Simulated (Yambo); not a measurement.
G0W0@LDA for NaCaIrH6 (space group F-43m, No. 216) in Yambo. Reference settings: 4×4×4 Γ-centred k mesh, bands 6 to 140 and a 7 Ry block in the screening, 140 bands in G with the Bruneval-Gonze terminator, plasmon pole fitted at 27.2 eV. The LDA gap W → X on this mesh is 3.18 eV; G0W0 gaps are taken between the same points.

With and without the terminator, as bands are cut:

```json
[
 {"bands in G (in W)": "37 (37)", "gap, terminator (eV)": "4.877", "gap, none (eV)": "4.840", "valence shift, terminator (eV)": "-0.092", "valence shift, none (eV)": "0.289"},
 {"bands in G (in W)": "55 (55)", "gap, terminator (eV)": "4.783", "gap, none (eV)": "4.732", "valence shift, terminator (eV)": "-0.249", "valence shift, none (eV)": "0.112"},
 {"bands in G (in W)": "80 (80)", "gap, terminator (eV)": "4.785", "gap, none (eV)": "4.738", "valence shift, terminator (eV)": "-0.393", "valence shift, none (eV)": "-0.085"},
 {"bands in G (in W)": "109 (109)", "gap, terminator (eV)": "4.788", "gap, none (eV)": "4.744", "valence shift, terminator (eV)": "-0.481", "valence shift, none (eV)": "-0.236"},
 {"bands in G (in W)": "140 (140)", "gap, terminator (eV)": "4.787", "gap, none (eV)": "4.750", "valence shift, terminator (eV)": "-0.530", "valence shift, none (eV)": "-0.337"}
]
```

Over this range the gap spans 0.094 eV with the terminator and 0.108 eV without, the valence shift 0.438 eV and 0.626 eV. Neither column has reached its limit for certain.

Spin-orbit coupling is not included.

Geometry of the Materials Project entry, not relaxed at this level; primitive cell a = 5.1096 Å, b = 5.1096 Å, c = 5.1096 Å, α = 60.00°, β = 60.00°, γ = 60.00°.

The structure is a Materials Project entry; no match was found in the copy of COD used, and its stability was not checked.

A shift is the quasiparticle energy of the state minus its LDA energy.
